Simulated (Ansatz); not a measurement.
Cs2S3, a known structure type with other elements, at an estimated volume

```
CELL_PARAMETERS angstrom
3.93183 5.59532 0.00000
3.93183 -5.59532 0.00000
0.00000 0.00000 -8.12563
ATOMIC_POSITIONS crystal
Cs 0.57350 0.42650 0.32560
Cs 0.42650 0.57350 0.82560
Cs 0.09870 0.90130 0.04520
Cs 0.90130 0.09870 0.54520
S 0.78950 0.21050 0.00000
S 0.21050 0.78950 0.50000
S 0.06440 0.39700 0.16510
S 0.93560 0.60300 0.66510
S 0.60300 0.93560 0.16510
S 0.39700 0.06440 0.66510
```

The numbers come from plane-wave PAW DFT (Ansatz): r2SCAN, no spin polarisation, 500 eV, 4×4×3 Γ-centred k points, fermi-dirac occupations (width 0.1 eV). Nothing was relaxed.

(1) Metal or insulator? Give the gap.

(2) Which atom feels the largest force, and which way?

(3) Which orbitals make up the band edges?

(4) How is the charge shared?

(5) Is the cell too large or too small?

Origin: a known structure type with other elements, at an estimated volume, so it need not be a known compound. Caveats: atoms or cell far from equilibrium.

Results:

(1) The gap is 1.15 eV, indirect (the least direct gap found is 1.21 eV). A semilocal functional usually gives too small a gap.

(2) The largest is on S5 (and as large on other atoms): 2.46 eV/Å, components (0.00, 0.80, -2.33). It makes 52° with the line to a nearest neighbour, S7 at 2.31 Å.

(3) Within 0.7 eV of the edges, the states project mainly on S p (96 %) below the gap and on S p (82 %) above it.

(4) Bader charges in e: Cs +0.81, S -0.70 to -0.22. In the mean Cs gives up most and S takes most.

(5) The pressure is -2.8 GPa (compression positive), so with the atoms held at these fractions the cell would first shrink; the forces are large, so a full relaxation may end otherwise. The principal stresses -4.9, -2.9, -0.7 GPa differ, so its shape would change too.
